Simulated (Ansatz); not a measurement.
LiF in space group P6_3/mmc (No. 194; Li on 2c, F on 2d), a = b = 3.2201 Å, c = 3.9077 Å, α = β = 90.00°, γ = 120.00°.

Relaxed with LDA.

Problem. Decompose the optical modes at the zone centre into irreducible representations, and say which are infrared and Raman allowed.

Solution. Point group 6/mmm: Γ_opt = A2u + 2B1g + E1u + 2E2g. Infrared: A2u, E1u. Raman: E2g.

Problem. Assign frequencies (DFPT, LDA in the plane-wave PAW code Ansatz; without the LO–TO term).

Solution. E2g 249, A2u 307, B1g 377, B1g 455, E1u 466, E2g 474 cm⁻¹.

Subscripts of B labels follow the axes of the standard setting.

The start of the workflow was typed in or built on a structure type; neither database checked (COD, Materials Project) lists it. It is not the phase usual at ambient conditions (space group No. 225). The LDA relaxation kept the symmetry of its start; phonons on a q-mesh show no instability. The volume moved by -45 % from the start of the relaxation. A crystal of weakly bound layers computed without a dispersion correction: the cell and the soft elastic constants depend strongly on that.

Potentials: the later of the program's two PAW sets.
